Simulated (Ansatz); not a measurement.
Li: computed property card

Li:
```
CELL_PARAMETERS angstrom
      2.99100     0.00000     0.00000
     -1.49550     2.59028     0.00000
      0.00000     0.00000     4.89522
ATOMIC_POSITIONS crystal
  Li 0.33333 0.66667 0.25000
  Li 0.66667 0.33333 0.75000
```

Space group P6_3/mmc (No. 194), hcp (Mg type); conventional cell a = 2.9910 Å, b = 2.9910 Å, c = 4.8952 Å, α = 90.00°, β = 90.00°, γ = 120.00°.

Method: LDA in the plane-wave PAW code Ansatz. Geometry: relaxed at this level of theory. Other levels are named where they apply.

Cell and energy:

* **Volume per atom**: 18.96 Å³
* **Density**: 0.61 g/cm³

Electronic structure:

- Electronic character = metallic (no gap)
- Density of states at the Fermi level = 0.50 states/eV per atom (mean over ±0.08 eV)

Mechanics:

* **Bulk modulus (Birch–Murnaghan fit)**: 15.0 GPa
* **Pressure derivative B′**: 3.4
* **Elastic constants (relaxed ions, GPa)**: C11 = 23.2, C12 = 14.2, C13 = 7.4, C33 = 30.8, C44 = 5.2
* **Mechanical stability**: stable (all eigenvalues of C positive)
* **Hill bulk and shear moduli**: 15.0 and 5.8 GPa
* **Young's modulus**: 15.5 GPa
* **Poisson's ratio**: 0.33
* **Debye temperature from the elastic constants**: 388 K

Phonons:

- Highest zone-centre frequency = 329 cm^-1
- Zone-centre stability = no imaginary mode at Γ

The first step of the workflow began from a Materials Project structure, measured or hypothetical; the Crystallography Open Database files this formula in space group No. 194, but the cells were not matched. It is not the phase usual at ambient conditions (space group No. 229). Symmetry was held in the LDA relaxation. As this level gives no gap, shear constants depend on the k-mesh and smearing (Fermi–Dirac, 0.1 eV here). As this level gives no gap, phonon frequencies hold no LO–TO term and depend on the k-mesh and smearing (Fermi–Dirac, 0.1 eV here). Axis ratios of metals converge slowly with the k-mesh, so a and c are less sure than the volume.

Potentials: the later of the program's two PAW sets.
